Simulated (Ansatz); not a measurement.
A geometry of Sr away from equilibrium: the start of the relaxation of a relaxed Sr cell, doubled along one cell vector, shaken by Gaussian noise of σ = 0.08 Å a coordinate. Calculation: r2SCAN (plane waves to 500 eV, PAW, scalar-relativistic; Ansatz, a first-principles code). Γ-centred k-mesh 5×9×11 on the run's cell (coarser than for final values), Fermi–Dirac smearing 0.05 eV.

```xyz
2
Lattice="-4.3105 4.3105 6.1052 2.1553 -2.1553 3.0526 2.1553 2.1553 -3.0526" Properties=species:S:1:pos:R:3 pbc="T T T"
Sr    -0.1097     0.1652     0.0688
Sr    -2.1728     2.1496     3.0819
```

Problem. What forces act on the atoms (eV/Å)?

Solution. 
| atom | Fx | Fy | Fz |
|---|---|---|---|
| Sr1 | 0.03 | -0.22 | -0.12 |
| Sr2 | -0.03 | 0.22 | 0.12 |

Problem. What is the pressure?

Solution. +0.1 GPa, compression positive.

Problem. How far above the relaxed end point is this geometry?

Solution. 0.01 eV/atom; the path ends in C2/m (No. 12) at a tolerance of 0.01 Å, Fm-3m (No. 225) at 0.1 Å.

No spin polarisation in the result.

The run could not lose the symmetry of its start: the end is stationary, and may be a saddle point rather than a minimum.

The end of the path is a generated cell of Sr: the first start was made by placing the elements on the sites of a structure type, and the end was not matched to a known phase here, so it may be hypothetical. Known forms of Sr include space group No. 225.
